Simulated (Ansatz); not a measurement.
Input:

Starting cell, LiNbO3 (space group R-3c):

```
CELL_PARAMETERS angstrom
      2.56213     1.47925     4.51823
     -2.56213     1.47925     4.51823
      0.00000    -2.95850     4.51823
ATOMIC_POSITIONS crystal
  Li 0.75000 0.75000 0.75000
  Li 0.25000 0.25000 0.25000
  Nb 0.00000 0.00000 0.00000
  Nb 0.50000 0.50000 0.50000
  O  0.62539 0.87461 0.25000
  O  0.37461 0.12539 0.75000
  O  0.25000 0.62539 0.87461
  O  0.75000 0.37461 0.12539
  O  0.87461 0.25000 0.62539
  O  0.12539 0.75000 0.37461
```

The atoms are displaced by Q × the pattern below (from a DFPT mode at Γ, largest move 1; Q in Å), at fixed cell.

```csv
atom,x,y,z
Li1,0.000,0.000,1.000
Li2,0.000,0.000,1.000
Nb3,0.000,0.000,0.124
Nb4,0.000,0.000,0.124
O5,0.000,0.070,-0.386
O6,0.000,0.070,-0.386
O7,-0.061,-0.035,-0.386
O8,-0.061,-0.035,-0.386
O9,0.061,-0.035,-0.386
O10,0.061,-0.035,-0.386
```

Computed with LDA (plane waves to 420 eV, PAW, scalar-relativistic; Ansatz, a quantum-chemistry and plane-wave program). k mesh 8×8×8 (Γ-centred), fixed occupations. LiNbO3 is run without spin polarisation. LiNbO3 was relaxed with its symmetry unable to fall. This is one of several known forms of LiNbO3; the measured ambient cells at hand have space group No. 161. The zero of ΔE is the undisplaced structure.

The scan covers Q from -0.660 to 0.660 Å in 13 points.

### Question
Which space group does the distorted structure have?

### Answer
R3c (No. 161), lowered from R-3c.

### Question
Is this a single well or a double well?

### Answer
A double well: the undisplaced structure is a maximum between two minima.

### Question
Is the energy the same for equal positive and negative displacements?

### Answer
Even: the same for both signs.

### Question
By a smooth curve through the points, how far does the most displaced atom move to reach the deepest minimum?

### Answer
0.46 Å from zero.

### Question
What is the energy change at Q = 0.660 Å?

### Answer
-43.4 meV/cell.

(A displaced cell: forces are minus the slopes of the energy, force constants its curvatures, and phonons follow from these.)
